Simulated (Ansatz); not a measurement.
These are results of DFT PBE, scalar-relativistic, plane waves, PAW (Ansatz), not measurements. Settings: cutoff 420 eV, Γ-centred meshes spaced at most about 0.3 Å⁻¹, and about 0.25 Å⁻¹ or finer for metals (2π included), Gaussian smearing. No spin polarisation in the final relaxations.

Temperature and zero-point effects are left out.

Compare these two cells of B5Pt, each relaxed at this level.

1.

```
B Pt
1.0
     5.14110    0.00000    0.00000
    -2.57055    4.45232    0.00000
     0.00000    0.00000    2.34667
B Pt
5 1
Cartesian
  2.5705 1.4841 1.1733
  1.9304 0.0000 0.0000
  1.6053 2.7805 0.0000
  -0.9652 1.6718 0.0000
  0.0000 2.9682 1.1733
  0.0000 0.0000 1.1733
```

2.

```
B Pt
1.0
     0.00000    2.91585    2.91585
     2.91585    0.00000    2.91585
     2.91585    2.91585    0.00000
B Pt
5 1
Direct
  0.25000 0.25000 0.25000
  0.61006 0.61006 0.61006
  0.16981 0.61006 0.61006
  0.61006 0.16981 0.61006
  0.61006 0.61006 0.16981
  0.00000 0.00000 0.00000
```

Task: Which is lower in energy, and by how much?

Result: Cell 1 is lower, by 0.36 eV/atom. Cell 1 has space group P-62m (No. 189), 9.0 Å³/atom and no gap on its mesh; cell 2 has space group F-43m (No. 216), 8.3 Å³/atom and no gap. Counting B atoms around Pt (those within 1.25 times the shortest such distance or 1.15 times the sum of covalent radii), cell 1 has Pt 6 and cell 2 has Pt 16. Cell 1 holds B–B bonds in all directions (shortest 2.00 Å); cell 2 holds B–B units of three or more atoms (shortest 1.82 Å). The lower one is the more open, so pressure narrows the difference. Even the lower one lies +1.11 eV/atom against the reference forms of the elements (uncorrected), so neither is stable at this level. In cell 1, B on a site of symmetry -6 is surrounded by 6 B at 2.00 Å and 2 B at 2.35 Å; around B on a site of symmetry m2m lie 4 B at 2.00 Å, 2 Pt at 2.26 Å and 2 B at 2.35 Å; around Pt lie 6 B at 2.26 Å and 2 Pt at 2.35 Å. In cell 2, B on a site of symmetry -43m has 12 B at 2.40 Å and 4 Pt at 2.53 Å; around B on a site of symmetry 3m lie 3 B at 1.82 Å, 6 B at 2.31–2.40 Å and 3 Pt at 2.45 Å; around Pt lie 16 B at 2.45–2.53 Å. Both come from invented guesses. A third cell relaxed alike, in P6/mmm, lies 0.41 eV/atom below the lower of the two.

These runs have no spin–orbit coupling, which can matter for Pt. A magnetic state wasn't ruled out in cells without spin, among them P-62m, F-43m. Cells relaxed within their symmetry can be saddle points.
